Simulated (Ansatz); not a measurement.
P2W in space group Cmc2_1 (No. 36; P on 4a, P on 4a, W on 4a), plane-wave PAW LDA (Ansatz code), all energies at zero smearing, with the estimated change up to a 700 eV cutoff added, with one set of potentials and settings (totals compare only within such a set). Cell of 6 atoms (4 P, 2 W): -23168.274 eV.

```
element             reference phase  E (eV/atom)
-------  --------------------------  -----------
P         Cmce, 4 atoms in the cell    -725.9590
W        Im-3m, 1 atoms in the cell  -10130.6821
```

Formation energy per atom, worked out: (-23168.274 − 4×(-725.9590) − 2×(-10130.6821))/6 = -0.512 eV/atom (-49 kJ per mol of atoms), at 0 K, without zero-point energy or fitted corrections.

The first step of the workflow began from a Materials Project structure, measured or hypothetical; the Crystallography Open Database files this formula in space group No. 36, but the cells were not matched. Its standing as an ambient phase is unchecked. Symmetry was held in the LDA relaxation; whether a distortion lowers the energy is not shown. The run is not spin-polarised. The references are the lowest solids computed at this level, not always the standard phases. Spin–orbit coupling is left out wherever it is not named.

Potentials: the earlier of the program's two PAW sets. The files were generated under PBE; for other functionals the program regenerates the frozen cores, and for LDA and PBEsol the local potential too.
